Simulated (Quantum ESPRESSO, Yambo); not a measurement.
CaCd3O4 (space group Cmmm, No. 65). The geometry is that of Materials Project entry mp-760403, symmetrised and not relaxed again. Chain: norm-conserving PBEsol (Quantum ESPRESSO, 102 Ry, without SOC); G0W0 in Yambo (2×2×4 Γ-centred k mesh, bands 13 to 181 and a 7 Ry block in the screening, 181 bands in G with the Bruneval-Gonze terminator, plasmon pole fitted at 27.2 eV); BSE (4×4×4 mesh, 22 valence and 6 conduction bands, static screening with 86 bands and a 3 Ry block, scissor 0.87 eV, Tamm-Dancoff).

```
Property                                                                       Value
-----------------------------------------------  -----------------------------------
PBEsol gap (dense path)                                                      0.17 eV
PBEsol gap Γ → Γ on the GW mesh                                              0.17 eV
PBEsol smallest direct gap on the GW mesh, at Γ                              0.17 eV
G0W0 direct gap at that point                                                1.04 eV
G0W0 correction to the gap Γ → Γ                                             0.87 eV
lowest exciton                                   no binding energy given (see below)
```

Rough cost of the Yambo steps against G0W0 for 12 states: BSE within a factor of two.

Nearest settings tried, and what they do to the gap: 87 bands in G: +37 meV; 100 bands in W: +217 meV. Not varied: block, mesh. So the settings aren't converged at that level. The BSE states are vertical excitations (zero momentum). The lowest state covers only about 1 of the 64 k points, so the mesh doesn't resolve it: its energy and its distance from the direct gap are mesh artefacts. An extended exciton needs a far denser mesh. Axes are Cartesian, with cell vectors (Å) (3.33, -4.73, 0.00), (3.33, 4.73, 0.00), (0.00, 0.00, 3.37).

Spin-orbit splittings are left out.

The structure is a Materials Project entry; no match was found in the copy of COD used, and its stability was not checked.
